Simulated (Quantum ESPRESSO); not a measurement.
## Al3MgP3S (finding a planted mistake in a log)

Computed values, not a measurement. The program is pw.x of Quantum ESPRESSO 7.5 (plane-wave density functional theory). The cell is made up: 8 atoms on a zincblende/diamond lattice, with randomly drawn elements, strain and displacements, not relaxed. PseudoDojo standard norm-conserving files (v0.5 for PBE, v0.4.1 for LDA and PBEsol) set the functional; there is no spin polarisation, spin-orbit coupling or dispersion term, and the masses in the input are unused placeholders.

Intended input:

```
&control calculation='scf', pseudo_dir='./dojo.nc.sr.pbe.v0_5.standard.upf', outdir='./o', disk_io='medium', tprnfor=.true., tstress=.true. /
&system ibrav=0, nat=8, ntyp=4, nbnd=26, ecutwfc=84.00895049, nosym=.true., tot_charge=0,
 occupations='smearing', smearing='fd', degauss=0.0018374661
/
&electrons conv_thr=7.350e-09, electron_maxstep=60, /
ATOMIC_SPECIES
Al 1.0 Al.upf
Mg 1.0 Mg.upf
P 1.0 P.upf
S 1.0 S.upf
CELL_PARAMETERS angstrom
5.429 0.0376 -0.0601
0.0376 5.4553 -0.0033
-0.0601 -0.0033 5.4471
ATOMIC_POSITIONS angstrom
Al 0.1188 -0.0584 0.0072
Mg 0.0192 2.6488 2.7303
Al 2.7975 0.024 2.7239
Al 2.7432 2.7946 -0.074
P 1.3543 1.3787 1.2773
S 1.309 4.1238 4.04
P 3.9996 1.5247 3.961
P 3.978 4.088 1.3503
K_POINTS automatic
4 4 4 1 1 1
```

The log is shortened where brackets say so; the opening notice, blank lines, dates and the lines on written files are dropped, and the path of the files is cut. It prints rydbergs, bohrs and kilobars, and counts compression as positive stress. Where no state is partly filled, the Fermi energy that it prints is only some level between the filled and the empty states on the mesh, and need not lie in the true gap.

Log of the intended run:

```
     Program PWSCF v.7.5
     Parallel version (MPI & OpenMP), running on       1 processor cores
     Number of MPI processes:                 1
     Threads/MPI process:                     1
     [start-up lines left out]
     bravais-lattice index     =            0
     lattice parameter (alat)  =      10.2602  a.u.
     unit-cell volume          =    1088.4952 (a.u.)^3
     number of atoms/cell      =            8
     number of atomic types    =            4
     number of electrons       =        40.00
     number of Kohn-Sham states=           26
     kinetic-energy cutoff     =      84.0090  Ry
     charge density cutoff     =     336.0358  Ry
     scf convergence threshold =      7.3E-09
     mixing beta               =       0.7000
     number of iterations used =            8  plain     mixing
     Exchange-correlation= PBE
                           (   1   4   3   4   0   0   0)
     [axes and pseudopotential details left out]
   Cartesian axes
     site n.     atom                  positions (alat units)
         1        Al     tau(   1) = (   0.0218806  -0.0107561   0.0013261  )
         2        Mg     tau(   2) = (   0.0035363   0.4878567   0.5028674  )
         3        Al     tau(   3) = (   0.5152443   0.0044203   0.5016887  )
         4        Al     tau(   4) = (   0.5052434   0.5147102  -0.0136293  )
         5        P      tau(   5) = (   0.2494354   0.2539294   0.2352535  )
         6        S      tau(   6) = (   0.2410920   0.7595226   0.7440883  )
         7        P      tau(   7) = (   0.7366475   0.2808197   0.7295381  )
         8        P      tau(   8) = (   0.7326692   0.7529290   0.2486986  )
     number of k points=    32  Fermi-Dirac smearing, width (Ry)=  0.0018
                       cart. coord. in units 2pi/alat
        k(    1) = (   0.1255500   0.1236189   0.1260554), wk =   0.0625000
        k(    2) = (   0.1283080   0.1237506   0.3752764), wk =   0.0625000
     [further k points left out]
     Dense  grid:   113175 G-vectors     FFT dimensions: (  60,  64,  64)
     Estimated max dynamical RAM per process >     137.38 MB
     Initial potential from superposition of free atoms
     starting charge      39.9914, renormalised to      40.0000
     Starting wfcs are   33 randomized atomic wfcs
     total cpu time spent up to now is        9.9 secs
     per-process dynamical memory:   103.8 Mb
     Self-consistent Calculation
     iteration #  1     ecut=    84.01 Ry     beta= 0.70
     Davidson diagonalization with overlap
     ethr =  1.00E-02,  avg # of iterations =  4.0
     total cpu time spent up to now is       33.5 secs
     total energy              =    -196.44933681 Ry
     estimated scf accuracy    <       0.48413570 Ry
     iteration #  2     ecut=    84.01 Ry     beta= 0.70
     Davidson diagonalization with overlap
     ethr =  1.21E-03,  avg # of iterations =  2.5
     total cpu time spent up to now is       54.8 secs
     total energy              =    -196.57439800 Ry
     estimated scf accuracy    <       0.11627627 Ry
     [iterations 3 to 8 left out]
     iteration #  9     ecut=    84.01 Ry     beta= 0.70
     Davidson diagonalization with overlap
     ethr =  6.36E-10,  avg # of iterations =  2.0
     total cpu time spent up to now is      220.3 secs
     total energy              =    -196.59949390 Ry
     estimated scf accuracy    <       0.00000001 Ry
     iteration # 10     ecut=    84.01 Ry     beta= 0.70
     Davidson diagonalization with overlap
     ethr =  3.60E-11,  avg # of iterations =  3.0
     total cpu time spent up to now is      243.0 secs
     End of self-consistent calculation
     [lines on levels left out]
     the Fermi energy is     6.3425 ev
!    total energy              =    -196.59949391 Ry
     estimated scf accuracy    <          3.3E-09 Ry
     smearing contrib. (-TS)   =      -0.00000000 Ry
     internal energy E=F+TS    =    -196.59949391 Ry
     The total energy is F=E-TS. E is the sum of the following terms:
     one-electron contribution =    -107.55531828 Ry
     hartree contribution      =      64.89342218 Ry
     xc contribution           =     -41.24660451 Ry
     ewald contribution        =    -112.69099330 Ry
     convergence has been achieved in  10 iterations
     Forces acting on atoms (cartesian axes, Ry/au):
     atom    1 type  1   force =    -0.08061292    0.03212461    0.01731551
     atom    2 type  2   force =     0.00777375    0.02135922   -0.03599188
     atom    3 type  1   force =    -0.03535890    0.03464280   -0.02399565
     atom    4 type  1   force =    -0.00997866   -0.03132129    0.02298827
     atom    5 type  3   force =     0.04690158   -0.02275148   -0.00867309
     atom    6 type  4   force =     0.03585364    0.01668749   -0.00078841
     atom    7 type  3   force =    -0.00794518   -0.07345500    0.06919823
     atom    8 type  3   force =     0.04336669    0.02271366   -0.04005299
     Total force =     0.181336     Total SCF correction =     0.000046
     Computing stress (Cartesian axis) and pressure
          total   stress  (Ry/bohr**3)                   (kbar)     P=       59.47
   0.00042473   0.00000053  -0.00004972           62.48        0.08       -7.31
   0.00000053   0.00037602   0.00023034            0.08       55.31       33.88
  -0.00004972   0.00023034   0.00041208           -7.31       33.88       60.62
     init_run     :      8.75s CPU      9.78s WALL (       1 calls)
     electrons    :    217.99s CPU    233.08s WALL (       1 calls)
     forces       :      3.85s CPU      3.91s WALL (       1 calls)
     stress       :     13.82s CPU     13.90s WALL (       1 calls)
     [timing details left out]
     PWSCF        :   4m 4.56s CPU   4m21.01s WALL
     JOB DONE.
```

A second run was made from an input with one planted mistake. Its log:

```
     Program PWSCF v.7.5
     Parallel version (MPI & OpenMP), running on       1 processor cores
     Number of MPI processes:                 1
     Threads/MPI process:                     1
     [start-up lines left out]
     bravais-lattice index     =            0
     lattice parameter (alat)  =      10.2602  a.u.
     unit-cell volume          =    1088.4952 (a.u.)^3
     number of atoms/cell      =            8
     number of atomic types    =            4
     number of electrons       =        39.00
     number of Kohn-Sham states=           26
     kinetic-energy cutoff     =      84.0090  Ry
     charge density cutoff     =     336.0358  Ry
     scf convergence threshold =      7.3E-09
     mixing beta               =       0.7000
     number of iterations used =            8  plain     mixing
     Exchange-correlation= PBE
                           (   1   4   3   4   0   0   0)
     [axes and pseudopotential details left out]
   Cartesian axes
     site n.     atom                  positions (alat units)
         1        Al     tau(   1) = (   0.0218806  -0.0107561   0.0013261  )
         2        Mg     tau(   2) = (   0.0035363   0.4878567   0.5028674  )
         3        Al     tau(   3) = (   0.5152443   0.0044203   0.5016887  )
         4        Al     tau(   4) = (   0.5052434   0.5147102  -0.0136293  )
         5        P      tau(   5) = (   0.2494354   0.2539294   0.2352535  )
         6        S      tau(   6) = (   0.2410920   0.7595226   0.7440883  )
         7        P      tau(   7) = (   0.7366475   0.2808197   0.7295381  )
         8        P      tau(   8) = (   0.7326692   0.7529290   0.2486986  )
     number of k points=    32  Fermi-Dirac smearing, width (Ry)=  0.0018
                       cart. coord. in units 2pi/alat
        k(    1) = (   0.1255500   0.1236189   0.1260554), wk =   0.0625000
        k(    2) = (   0.1283080   0.1237506   0.3752764), wk =   0.0625000
     [further k points left out]
     Dense  grid:   113175 G-vectors     FFT dimensions: (  60,  64,  64)
     Estimated max dynamical RAM per process >     137.38 MB
     Initial potential from superposition of free atoms
     starting charge      39.9914, renormalised to      39.0000
     Starting wfcs are   33 randomized atomic wfcs
     total cpu time spent up to now is        9.7 secs
     per-process dynamical memory:   103.8 Mb
     Self-consistent Calculation
     iteration #  1     ecut=    84.01 Ry     beta= 0.70
     Davidson diagonalization with overlap
     ethr =  1.00E-02,  avg # of iterations =  5.0
     total cpu time spent up to now is       36.4 secs
     total energy              =    -196.81856734 Ry
     estimated scf accuracy    <       0.54459723 Ry
     iteration #  2     ecut=    84.01 Ry     beta= 0.70
     Davidson diagonalization with overlap
     ethr =  1.40E-03,  avg # of iterations =  2.0
     total cpu time spent up to now is       63.4 secs
     total energy              =    -196.94082907 Ry
     estimated scf accuracy    <       0.15790295 Ry
     [iterations 3 to 9 left out]
     iteration # 10     ecut=    84.01 Ry     beta= 0.70
     Davidson diagonalization with overlap
     ethr =  6.57E-10,  avg # of iterations =  3.1
     total cpu time spent up to now is      255.8 secs
     total energy              =    -196.97875925 Ry
     estimated scf accuracy    <       0.00000002 Ry
     iteration # 11     ecut=    84.01 Ry     beta= 0.70
     Davidson diagonalization with overlap
     ethr =  4.00E-11,  avg # of iterations =  3.9
     total cpu time spent up to now is      280.2 secs
     End of self-consistent calculation
     [lines on levels left out]
     the Fermi energy is     4.8626 ev
!    total energy              =    -196.97875925 Ry
     estimated scf accuracy    <          4.4E-09 Ry
     smearing contrib. (-TS)   =      -0.00054690 Ry
     internal energy E=F+TS    =    -196.97821235 Ry
     The total energy is F=E-TS. E is the sum of the following terms:
     one-electron contribution =    -108.43326887 Ry
     hartree contribution      =      64.62896657 Ry
     xc contribution           =     -40.48291675 Ry
     ewald contribution        =    -112.69099330 Ry
     convergence has been achieved in  11 iterations
     Forces acting on atoms (cartesian axes, Ry/au):
     atom    1 type  1   force =    -0.05889835    0.01522343    0.00932836
     atom    2 type  2   force =     0.02599251    0.02760622   -0.01976575
     atom    3 type  1   force =    -0.04145370    0.01807812    0.00003462
     atom    4 type  1   force =    -0.01954719   -0.01973779    0.01176289
     atom    5 type  3   force =     0.04595400   -0.02207861   -0.02060397
     atom    6 type  4   force =     0.03703339    0.01885898   -0.00035379
     atom    7 type  3   force =    -0.01916651   -0.06639446    0.06636214
     atom    8 type  3   force =     0.03008585    0.02844410   -0.04676449
     Total force =     0.162490     Total SCF correction =     0.000125
     Computing stress (Cartesian axis) and pressure
          total   stress  (Ry/bohr**3)                   (kbar)     P=      -36.08
  -0.00023074   0.00005594  -0.00004073          -33.94        8.23       -5.99
   0.00005594  -0.00026737   0.00031921            8.23      -39.33       46.96
  -0.00004073   0.00031921  -0.00023776           -5.99       46.96      -34.98
     init_run     :      9.33s CPU      9.63s WALL (       1 calls)
     electrons    :    256.64s CPU    270.48s WALL (       1 calls)
     forces       :      4.43s CPU      4.51s WALL (       1 calls)
     stress       :     19.03s CPU     19.14s WALL (       1 calls)
     [timing details left out]
     PWSCF        :   4m49.63s CPU   5m 4.15s WALL
     JOB DONE.
```

Question: what was wrong in the second input?

Answer: the cell has the wrong charge. The input lines that differ, file-writing options aside:

```
- &system ibrav=0, nat=8, ntyp=4, nbnd=26, ecutwfc=84.00895049, nosym=.true., tot_charge=0,
+ &system ibrav=0, nat=8, ntyp=4, nbnd=26, ecutwfc=84.00895049, nosym=.true., tot_charge=1,
```

|  | intended run | run with the mistake |
| --- | --- | --- |
| free energy (eV) | -2674.872 | -2680.033 |
| smearing term -TS (eV) | 0.0000 | -0.0074 |
| pressure (GPa) | 5.95 | -3.61 |
| largest force component (eV/Å) | 2.073 | 1.707 |
| largest change of a force component (eV/Å) |  | 0.618 |
| iterations | 10 | 11 |

For scale, a rerun of the intended cell at 1437 eV and a 6 x 6 x 6 mesh moved values by no more than 0.005 eV in energy, 0.02 GPa in stress and 0.007 eV/Å in force. The charged cell sits in a uniform background, so its energy and stress rest on the program's zero of potential.